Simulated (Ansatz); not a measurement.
# Harmonic thermodynamics of Cr2Si6Mo

These are results of DFT PBE, scalar-relativistic, plane waves, PAW (Ansatz), not measurements. Settings: 420 eV plane-wave cutoff, Γ-centred 10×10×10 mesh, Fermi-Dirac smearing of 0.15 eV. No spin polarisation. Phonons by linear response, acoustic sum rule imposed.

Relaxed structure:
```
Cr Si Mo
1.0
     0.00000    3.83449    6.64036
     2.21823    0.00000    6.64036
     2.21823    3.83449    0.00000
Cr Si Mo
2 6 1
Cartesian
  2.2182 3.8345 8.8634
  2.2182 3.8345 4.4173
  2.2182 5.0918 2.2495
  2.2182 5.0883 6.6404
  2.2182 5.0918 11.0312
  2.2182 2.5771 2.2495
  2.2182 2.5807 6.6404
  2.2182 2.5771 11.0312
  0.0000 0.0000 0.0000
```

It was reached by relaxing an invented guess, and it needn't be the stable form of this composition. In a metal, frequencies and elastic constants depend on the k mesh and the smearing, soft modes and shear constants most. Some empty bands missed the eigensolver's threshold. The q mesh is coarse, so values between its points are rough.

Force constants from linear response on a 2×2×2 q mesh, interpolated to a fine mesh.

Question: Give the zero-point energy per atom.

Answer: 55.1 meV.

Question: How large are the vibrational entropy and heat capacity at 300 K?

Answer: S = 2.32 k_B and C_V = 2.52 k_B per atom, 84 % of the Dulong–Petit value.

Question: Tabulate them against temperature.

Answer:
```csv
T (K),F_vib (meV/atom),S (k_B/atom),C_V (k_B/atom)
100,54.4,0.34,0.90
200,47.1,1.38,2.07
300,30.9,2.32,2.52
400,7.5,3.08,2.72
500,-21.7,3.70,2.81
600,-55.9,4.21,2.87
700,-94.2,4.66,2.90
800,-136.0,5.05,2.93
900,-181.1,5.39,2.94
1000,-228.9,5.70,2.95
```
